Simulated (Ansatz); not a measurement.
## NaZnAsH4O6 — quadrupolar parameters

The cell is a Materials Project structure (computed, not necessarily an observed phase).

```cif
data_NaZnAsH4O6
_symmetry_space_group_name_H-M 'P-1'
_symmetry_Int_Tables_number 2
_cell_length_a 6.0056
_cell_length_b 6.2223
_cell_length_c 8.0677
_cell_angle_alpha 84.634
_cell_angle_beta 83.357
_cell_angle_gamma 88.616
loop_
_atom_site_label
_atom_site_type_symbol
_atom_site_symmetry_multiplicity
_atom_site_Wyckoff_symbol
_atom_site_fract_x
_atom_site_fract_y
_atom_site_fract_z
Na1 Na 1 a 0.0000 0.0000 0.0000
Na2 Na 1 e 0.5000 0.5000 0.0000
Zn Zn 2 i 0.6993 0.7681 0.3941
H5 H 2 i 0.8099 0.6476 0.8993
H7 H 2 i 0.7564 0.8300 0.7731
H9 H 2 i 0.9851 0.3988 0.8449
H11 H 2 i 0.8736 0.3549 0.0389
As As 2 i 0.1810 0.7395 0.6064
O15 O 2 i 0.3701 0.7430 0.4307
O17 O 2 i 0.9039 0.7534 0.5715
O19 O 2 i 0.2283 0.9421 0.7309
O21 O 2 i 0.2110 0.4965 0.7363
O23 O 2 i 0.7368 0.7910 0.8962
O25 O 2 i 0.8467 0.3481 0.9218
```

One atom of each set is listed.

All values are calculated (Ansatz; DFT, PBE, plane waves and PAW, scalar-relativistic, 420 eV cutoff, Γ-centred 4×4×3 k-points, Fermi–Dirac smearing 0.02 eV), not measured.

V_zz is the principal component of the electric field gradient with the largest magnitude, η = (V_xx − V_yy)/V_zz and C_Q = eQV_zz/h.

23Na: I = 3/2, Q = 104.0 mb; ⁶⁷Zn: I = 5/2, Q = 122.0 mb; H-2: I = 1, Q = 2.858 mb; ⁷⁵As: I = 3/2, Q = 311.0 mb; O-17: I = 5/2, Q = -25.58 mb. Q values from Pyykkö, Mol. Phys. 116, 1328 (2018).

| site | atoms | first shell | V_zz (10²¹ V/m²) | η | C_Q (MHz) |
| --- | --- | --- | --- | --- | --- |
| Na1 | 1 | 6 O at 2.35–2.48 Å | -0.89 | 0.68 | -2.23 |
| Na2 | 1 | 4 O at 2.31–2.36 Å; also 2 O at 2.90 Å | 1.66 | 0.39 | 4.18 |
| Zn | 2 | 4 O at 1.97–2.06 Å | 5.55 | 0.40 | 16.4 |
| H5 | 2 | 1 O at 0.98 Å; also 1 O at 1.87 Å | 3.53 | 0.09 | 0.244 |
| H7 | 2 | 1 O at 0.99 Å; also 1 O at 1.86 Å | 3.28 | 0.08 | 0.226 |
| H9 | 2 | 1 O at 1.02 Å; also 1 O at 1.63 Å | 2.37 | 0.08 | 0.163 |
| H11 | 2 | 1 O at 0.98 Å; also 1 O at 2.12 Å | 3.71 | 0.08 | 0.257 |
| As | 2 | 4 O at 1.71–1.78 Å | 4.20 | 0.72 | 31.6 |
| O15 | 2 | 1 As at 1.71 Å, 1 Zn at 1.97 Å, angle 133° | 14.80 | 0.31 | -9.16 |
| O17 | 2 | 1 As at 1.72 Å, 1 Zn at 1.99 Å; also 1 H at 1.86 Å | 15.15 | 0.29 | -9.37 |
| O19 | 2 | 1 As at 1.73 Å, 1 Zn at 2.01 Å, angle 115°; also 1 Na at 2.48 Å | 13.33 | 0.54 | -8.24 |
| O21 | 2 | 1 As at 1.78 Å, 1 Zn at 2.06 Å; also 1 H at 1.63 Å, 1 Na at 2.90 Å | 11.90 | 0.52 | -7.36 |
| O23 | 2 | 2 H at 0.98–0.99 Å, angle 99°; also 2 Na at 2.35–2.36 Å | -13.33 | 0.83 | 8.24 |
| O25 | 2 | 2 H at 0.98–1.02 Å, angle 109°; also 1 H at 1.87 Å, 2 Na at 2.31–2.39 Å | 12.73 | 0.84 | -7.87 |

At H5, H7, H9 and H11 V_zz points along its bond to O (within 4°) in each case. At O15, O17, O19 and O21 V_zz points along the shorter of its two bonds, to As (within 9°) in each case.

The largest force is 0.4 eV/Å, so the atoms aren't at the calculated equilibrium and relaxing them would move these values. The lattice is static: at room temperature water may turn and average the couplings of its hydrogen.
